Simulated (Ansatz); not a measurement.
# Ga, first-principles data

Ga:
```
Ga
1.0
   -1.40026     1.40026     2.26039
    1.40026    -1.40026     2.26039
    1.40026     1.40026    -2.26039
Ga
1
Direct
  0.00000   0.00000   0.00000
```

Space group I4/mmm (No. 139), body-centred tetragonal; conventional cell a = 2.801 Å, b = 2.801 Å, c = 4.521 Å, α = 90.00°, β = 90.00°, γ = 90.00°.

Method: the program Ansatz at the PBEsol level (PAW). Structure relaxed to zero pressure with the same functional. Other levels are named where they apply.

### Cell and energy

```
Item                 Result
---------------  ----------
Volume per atom    17.73 Å³
Density          6.53 g/cm³
```

### Electronic structure

```
Item                                                                        Result
------------------------------------  --------------------------------------------
Electronic character                                             metallic (no gap)
Density of states at the Fermi level  0.36 states/eV per atom (mean over ±0.08 eV)
Gap with spin–orbit coupling                                       none (metallic)
```

### Mechanics

```
Quantity                                                                                                     Result
--------------------------------------------  ---------------------------------------------------------------------
Bulk modulus (Birch–Murnaghan fit)                                                                         59.9 GPa
Pressure derivative B′                                                                                          4.9
Elastic constants (relaxed ions, GPa)         C11 = 87.7, C12 = 42.3, C13 = 52.5, C33 = 68.4, C44 = 3.6, C66 = 14.1
Mechanical stability                                                         stable (all eigenvalues of C positive)
Hill bulk and shear moduli                                                                         59.7 and 8.5 GPa
Young's modulus                                                                                            24.4 GPa
Poisson's ratio                                                                                                0.43
Debye temperature from the elastic constants                                                                  148 K
```

The first step of the workflow began from a Materials Project structure, measured or hypothetical; the Crystallography Open Database copy checked does not list it. It is not the phase usual at ambient conditions (space group No. 64). The cell was relaxed with PBEsol under the symmetry of its start; its stability against distortions is not shown here. As this level gives no gap, shear constants depend on the k-mesh and smearing (Fermi–Dirac, 0.1 eV here). Axis ratios of metals converge slowly with the k-mesh, so a and c are less sure than the volume. Scalar-relativistic: spin–orbit coupling is off unless named, which matters more the heavier the elements.

Potentials: the earlier of the program's two PAW sets.
